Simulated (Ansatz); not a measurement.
Rh (fcc (Cu type)) was relaxed and computed twice in Ansatz (plane waves, PAW), once with LDA and once with r²SCAN.

```
                                         run 1                                    run 2
----  ----------------------------------------  ---------------------------------------
cell  a = b = c = 3.8000 Å, α = β = γ = 90.00°  a = b = c = 3.754 Å, α = β = γ = 90.00°
```

Question: Which run used which functional?

Answer: Run 1 is r²SCAN, run 2 is LDA.

All cells were relaxed under the symmetry of their starts (and spin orders); stability against distortions was not tested throughout. Rows with no word on spin ran without spin polarisation. Scalar-relativistic: spin–orbit coupling is off unless named, which matters more the heavier the elements.

Potentials: the earlier of the program's two PAW sets.

Ansatz (an electronic-structure program) is a plane-wave DFT program.
